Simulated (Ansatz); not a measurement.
BiTe and the effect of spin-orbit coupling

```cif
data_structure
_symmetry_space_group_name_H-M 'Fm-3m'
_symmetry_Int_Tables_number 225
_cell_length_a 6.4700
_cell_length_b 6.4700
_cell_length_c 6.4700
_cell_angle_alpha 90.000
_cell_angle_beta 90.000
_cell_angle_gamma 90.000
_cell_volume 270.84
loop_
_atom_site_label
_atom_site_type_symbol
_atom_site_symmetry_multiplicity
_atom_site_Wyckoff_symbol
_atom_site_fract_x
_atom_site_fract_y
_atom_site_fract_z
_atom_site_occupancy
Bi1 Bi 4 a 0.00000 0.00000 0.00000 1
Te1 Te 4 b 0.50000 0.00000 0.00000 1
```

Kept alike: task band structure; functional PBEsol; k mesh 7 × 7 × 7; occupations fermi-dirac, width 0.05 eV. Program: Ansatz, Ansatz PAW, cutoff 420 eV. The mesh is that of the run's cell of 2 atoms.

| spin-orbit coupling | pressure (GPa) |
| --- | --- |
| off | -1.55 |
| on | -0.34 |

Pressure is positive in compression, with a Pulay correction for the finite cutoff. For a metal such a mesh leaves the last digits unconverged. All rows use potentials made for PBE.

The pressure runs from -1.55 (off) to -0.34 GPa (on).
